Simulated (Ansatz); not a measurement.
Input:

CaTiO$_{3}$:
```cif
data_Ca6O18Ti6
_chemical_formula_sum 'Ca6 Ti6 O18'
_space_group_name_H-M_alt 'R3c :H'
_space_group_IT_number 161
_space_group_name_Hall 'R 3 -2"c'
_cell_length_a 5.39949
_cell_length_b 5.39949
_cell_length_c 13.32819
_cell_angle_alpha 90.000
_cell_angle_beta 90.000
_cell_angle_gamma 120.000
loop_
_atom_site_label
_atom_site_type_symbol
_atom_site_symmetry_multiplicity
_atom_site_Wyckoff_symbol
_atom_site_fract_x
_atom_site_fract_y
_atom_site_fract_z
_atom_site_occupancy
Ca1 Ca 6 a 0.00000 0.00000 0.27614 1
Ti1 Ti 6 a 0.00000 0.00000 0.01619 1
O1 O 18 b 0.09689 0.33749 0.08599 1
```
(The calculation used a cell of 10 atoms; values per cell refer to that cell.)

This is the PBEsol-relaxed structure.

**Question.** All from DFT-PBEsol in the program Ansatz with PAW potentials, unless another level is named. Predict the static dielectric constant ε0 (ions relaxed, cell fixed).

**Answer.** 58.4 (xx = yy), 41.9 (zz).

**Question.** What about the Born charges (a third of the trace)?

**Answer.** Ca +2.49, Ti +6.28, O -2.92 e.

**Question.** What about the electronic dielectric constant ε∞ (DFPT)?

**Answer.** 5.92 (xx = yy), 5.48 (zz).

The start of the workflow was typed in or built on a structure type; neither database checked (COD, Materials Project) lists it. COD files the formula under space group No. 11, 62, 65, 140, 221. Its standing as an ambient phase is unchecked. Symmetry was held in the PBEsol relaxation; its stability against distortions is not shown here. The workflow began spin-polarised and lost its moments.

Potentials: the earlier of the program's two PAW sets. The files were generated under PBE; for other functionals the program regenerates the frozen cores, and for LDA and PBEsol the local potential too.
